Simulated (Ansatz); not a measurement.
Input and command of a calculation in Ansatz (plane waves; scalar-relativistic PAW potentials unless the input names others):

```yaml
crystal:
  lattice:
    - [3.560460927, 0.0, 0.0]
    - [-1.7802304635, 3.0834496119, 0.0]
    - [0.0, 0.0, 5.8590645145]
  atoms:
    - { symbol: Ti, position: [0.0, 0.0, 0.5] }
    - { symbol: Ti, position: [0.0, 0.0, 0.0] }
    - { symbol: As, position: [0.6666666667, 0.3333333333, 0.75] }
    - { symbol: As, position: [0.3333333333, 0.6666666667, 0.25] }
basis:
  ecutwfc: 500
kpoints:
  mp_grid: { grid: [18, 18, 10] }
hamiltonian:
  xc: r2scan
scf:
  occupations: { method: gaussian, width: 0.1 }
  convergence: { dr2_threshold: 1.0e-08 }
output:
  forces: true
  eigenvalues: true
  stress: true
```

```bash
ansatz run input.yaml --threads 1 --pin off --max-ram 2560MiB --backend cpu --events-out ev --progress --plain --runs-dir out
```

Abridged log:
```
Warning: output.stress: scf.convergence.dr2_threshold = 1e-8 eV is looser than the 4e-10 eV advised for a printed stress (1e-10 eV for each atom of the cell: 4). ...
Basis set: ecut = 500 eV, 1665 PW (Γ), exchange–correlation on 108×108×180 points (64 copies of the dense FFT grid, shifted against one another)
Bands: 33, of which v1, the nominal top of the filled ones, is band 27 counted from 1 (26 counted from 0)
Symmetry: 24 space group operations
k-points: 222 of 3240
SCF iter   1: F=—  HF=-14741.818583 eV  |F-HF|=—  |Δ(HF+E_count)|=         —  Δρ=1.60e-2  dr2=2.23e-1  dr2_τ=3.62e-2  ethr=1.77e-3  ⟨swp⟩=5.5  Hψ=27457  notcnv=0
SCF iter   2: F=—  HF=-14741.899662 eV  |F-HF|=—  |Δ(HF+E_count)|=   8.11e-2  Δρ=4.32e-3  dr2=1.20e-2  dr2_τ=2.78e-3  ethr=4.14e-4  ⟨swp⟩=2.9  Hψ=15739  notcnv=0  defer=246
SCF iter   3: F=—  HF=-14741.901716 eV  |F-HF|=—  |Δ(HF+E_count)|=   2.05e-3  Δρ=2.80e-3  dr2=4.92e-3  dr2_τ=2.50e-4  ethr=2.22e-5  ⟨swp⟩=2.3  Hψ=11272  notcnv=0  defer=246
SCF iter   4: F=—  HF=-14741.903398 eV  |F-HF|=—  |Δ(HF+E_count)|=   1.68e-3  Δρ=5.91e-4  dr2=2.61e-4  dr2_τ=1.37e-5  ethr=9.11e-6  ⟨swp⟩=2.0  Hψ=10163  notcnv=0  defer=246
SCF iter   5: F=—  HF=-14741.903412 eV  |F-HF|=—  |Δ(HF+E_count)|=   1.37e-5  Δρ=2.67e-4  dr2=5.95e-5  dr2_τ=2.53e-6  ethr=4.84e-7  ⟨swp⟩=2.0  Hψ=12558  notcnv=0  defer=246
SCF iter   6: F=—  HF=-14741.903446 eV  |F-HF|=—  |Δ(HF+E_count)|=   3.47e-5  Δρ=9.15e-5  dr2=3.85e-6  dr2_τ=2.51e-7  ethr=1.10e-7  ⟨swp⟩=2.0  Hψ=9128  notcnv=0  defer=246
SCF iter   7: F=—  HF=-14741.903448 eV  |F-HF|=—  |Δ(HF+E_count)|=   2.14e-6  Δρ=2.69e-5  dr2=7.83e-7  dr2_τ=1.85e-8  ethr=7.13e-9  ⟨swp⟩=2.0  Hψ=9761  notcnv=0  defer=246
SCF iter   8: F=—  HF=-14741.903448 eV  |F-HF|=—  |Δ(HF+E_count)|=   7.37e-8  Δρ=4.37e-6  dr2=1.15e-8  dr2_τ=5.02e-10  ethr=1.45e-9  ⟨swp⟩=2.0  Hψ=9061  notcnv=0  defer=246
SCF iter   9: F=-14741.903448 eV  HF=-14741.903448 eV  |F-HF|=6.24e-10  |Δ(HF+E_count)|=   4.89e-9  Δρ=1.28e-6  dr2=9.63e-10  dr2_τ=1.98e-11  ethr=1.85e-11  ⟨swp⟩=8.5  Hψ=25689  notcnv=0
SCF 1 converged in 9 iterations: F = -14741.903448 eV  dr2 = 9.63e-10
SCF converged after 9 iterations
Free energy (F): -14741.903448 eV
Harris-Foulkes:  -14741.903448 eV  (|F-HF|=6.24e-10)
Internal energy: -14741.887493 eV  (E = F + TS)
E sigma→0 (E₀):  -14741.895471 eV
Entropy (-TS):   -0.015956 eV (-3.989 meV/atom)
Fermi energy:    14.979283 eV
--- Forces (eV/Å), atoms counted from 1 ---
  atom   1  Ti     0.00000000     0.00000000     0.00000000
  atom   2  Ti     0.00000000     0.00000000     0.00000000
  atom   3  As     0.00000000     0.00000000     0.00000000
  atom   4  As     0.00000000     0.00000000     0.00000000
--- Stress (GPa, compression-positive) ---
       13.192816       0.000000       0.000000
        0.000000      13.192816       0.000000
        0.000000       0.000000      15.841555
  P = ⅓ Tr σ = 14.0757 GPa (140.757 kbar)
```

Apart from outputs and empty bands, the input differs from a reference run on usual settings in scf.convergence.dr2_threshold: not typed → 1e-08. The reference, at the same geometry (not necessarily relaxed), gave pressure 14.08 GPa, largest force 0.000 eV/Å, no gap on the mesh. This run converged in 9 SCF iterations (reference: 8) with an energy at zero smearing within 0.01 meV/atom of the reference's, pressure 14.08 GPa, largest force 0.000 eV/Å, no gap on the mesh.

It took 45 s on 1 thread of Intel(R) Xeon(R) Platinum 8275CL CPU @ 3.00GHz (Skylake/Cascade Lake) (shared host), peak memory 0.85 GiB.